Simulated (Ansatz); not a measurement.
Profile along the Ce–O line in CeO2 (fluorite)

CeO₂ (fluorite)

```cif
data_Ce4O8
_chemical_formula_sum 'Ce4 O8'
_space_group_name_H-M_alt 'Fm-3m'
_space_group_IT_number 225
_space_group_name_Hall '-F 4 2 3'
_cell_length_a 5.39857
_cell_length_b 5.39857
_cell_length_c 5.39857
_cell_angle_alpha 90.000
_cell_angle_beta 90.000
_cell_angle_gamma 90.000
loop_
_atom_site_label
_atom_site_type_symbol
_atom_site_symmetry_multiplicity
_atom_site_Wyckoff_symbol
_atom_site_fract_x
_atom_site_fract_y
_atom_site_fract_z
_atom_site_occupancy
Ce1 Ce 4 a 0.00000 0.00000 0.00000 1
O1 O 8 c 0.25000 0.25000 0.25000 1
```
(The calculation used a cell of 3 atoms; values per cell refer to that cell.)

Fields along a shortest Ce–O line of a {110} plane (2.34 Å), from Ce to O, interpolated on the slice's grid (step about 0.2 Å). These are PBEsol (plane waves to 420 eV, PAW, scalar-relativistic; Ansatz, a first-principles code) values and carry that method's errors. k mesh 11×11×11. Near the nuclei the fields are pseudised (PAW); where an atom keeps semicore shells as valence, they peak there. CeO2 is run without spin polarisation. CeO2 was relaxed with its symmetry unable to fall. The PAW data are Ansatz's earlier set. The filling of the f shell was not checked against other fillings, so treat energies with care.

```tsv
distance from Ce (Å)	valence electron density (e/Å³)	electron localisation function
0.00	1.87	x
0.23	2.06	x
0.47	2.30	x
0.70	1.85	0.81
0.94	1.03	0.70
1.17	0.54	0.30
1.40	0.57	0.39
1.64	1.25	0.78
1.87	3.40	x
2.11	6.94	x
2.34	8.68	x
```

x: too close to a nucleus for the ELF to mean much.

Density on the Ce–O line (2.34 Å) at its density minimum, 1.3 Å from Ce: 0.49 e/Å³. ELF at that point: 0.2.
